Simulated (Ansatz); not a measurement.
Consider the following.

C:
Space group P6₃/mmc (No. 194); a = 2.5098 Å, b = 2.5098 Å, c = 8.2803 Å, α = 90.00°, β = 90.00°, γ = 120.00°

```
atom  site  symmetry       x       y       z
----  ----  --------  ------  ------  ------
C       4e       3m.  0.0000  0.0000  0.0929
C       4f       3m.  0.3333  0.6667  0.1555
```

This is the r²SCAN-relaxed structure.

### Question
All from DFT-r²SCAN in the program Ansatz with PAW potentials, unless another level is named. Estimate the vibrational entropy at 300 K.

### Answer
2.3 J/(K·mol of atoms).

### Question
And the bulk modulus (Birch–Murnaghan fit)?

### Answer
450 GPa.

### Question
Predict the highest zone-centre frequency.

### Answer
1336 cm^-1.

Space group P6_3/mmc. The first step of the workflow began from a Materials Project structure, measured or hypothetical. Its sites differ from those of the usual phase in this space group: another stacking or structure type. The r²SCAN relaxation kept the symmetry of its start; phonons on a q-mesh show no instability.

Potentials: the earlier of the program's two PAW sets.
